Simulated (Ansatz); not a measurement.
What moves the field gradients of Si3N4?

Cell of run 1: a structure deposited in the COD.

Space group P6_3/m (No. 176); a = 7.6018, c = 2.9066 Å, γ = 120.00°.

| site | Wyckoff | site symmetry | x | y | z |
| --- | --- | --- | --- | --- | --- |
| Si | 6h | m.. | 0.1773 | 0.7677 | 0.2500 |
| N7 | 2c | -6.. | 0.3333 | 0.6667 | 0.2500 |
| N9 | 6h | m.. | 0.3337 | 0.0323 | 0.2500 |

One atom of each set is listed.

Relaxed positions (PBE, cell held):

Si (0.1737, 0.7676, 0.2500)
N7 (0.3333, 0.6667, 0.2500)
N9 (0.3297, 0.0296, 0.2500)

All runs are DFT with Ansatz 0.2.0 (plane waves and PAW, scalar-relativistic unless spin–orbit coupling is named, Γ-centred meshes, Fermi–Dirac smearing where given) in this cell.

Run 1: PBE, gradients read without the response of the cores, atoms as given; 420 eV, 4×4×10 k-points, smearing 0.02 eV.
Run 2: PBE, gradients read without the response of the cores, atoms relaxed; 420 eV, 4×4×10 k-points, smearing 0.02 eV.
Run 3: r2SCAN, gradients read without the response of the cores, at the relaxed atoms; 500 eV, 4×4×10 k-points, smearing 0.02 eV.

```
run  Si V_zz (η)   N7 V_zz (η)   N9 V_zz (η)
  1  1.30 (0.61)  -4.76 (0.00)  -5.27 (0.01)
  2  0.91 (0.27)  -5.07 (0.00)  -5.13 (0.07)
  3            ?             ?             ?
```

V_zz in 10²¹ V/m².

Problem. Estimate the row of run 3.

Solution. Si: 0.91 (0.24); N7: -5.17 (0.00); N9: -5.15 (0.08). It lies nearest to run 2, from whose tensors on these sites it differs by 0.10 at most (largest principal value of the difference, on N7). Taken one at a time, the positions of the atoms (as given or relaxed) move the tensors on these sites by up to 0.47 (largest principal value of the change, on Si), the functional (r2SCAN with its higher cutoff) by 0.10 (N7).

In run 1 the atoms aren't at the calculated equilibrium (largest force 0.96 eV/Å). The cell isn't the equilibrium one in runs 1, 2 (calculated pressure 6, 6 GPa), and the entry's cell may itself be off.
